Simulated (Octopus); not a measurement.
**SrTe (Fm-3m, No. 225): conduction levels under hydrostatic strain**

SrTe (Fm-3m, No. 225), cubic lattice constant 6.712 Å. The cell is a database entry, not relaxed again.

All numbers are Octopus results at the level LDA (grid spacing about 0.16 Å, Γ-centred 6×6×6 k-mesh, Fermi-Dirac smearing of 0.01 eV, no spin polarisation; PseudoDojo 0.4 LDA potentials), not measurements. Spin-orbit coupling is left out. The cell is scaled uniformly. Energies of the lowest empty band count from each cell's highest valence level among the special points, at Γ; they are Kohn-Sham values at fixed points of the zone. The level at Γ is left out: two levels cross there within the series.

```tsv
a (Å)	ln(V/V₀)	X (eV)	L (eV)
6.410	-0.1381	1.276	3.882
6.477	-0.1069	1.373	3.854
6.544	-0.0760	?	?
6.611	-0.0453	1.547	3.792
6.678	-0.0150	1.624	3.758
6.712	0.0000	1.661	3.741
6.779	0.0299	1.730	3.706
```

V₀ is the volume of the database cell.

Question: Fit each column by a quadratic in ln V through the rows shown. Give the volume deformation potentials dE/d ln V at the withheld row, and predict that row.

Answer: Fits: X: 1.661 +2.38 x −2.9 x²; L: 3.741 −1.15 x −1.0 x², with x = ln(V/V₀). At x = -0.0760 the slopes are +2.8 eV (X), −1.0 eV (L). Predicted against computed: 1.463 against 1.463 eV, 3.823 against 3.823 eV.

The lowest of these levels is that at X in all rows.
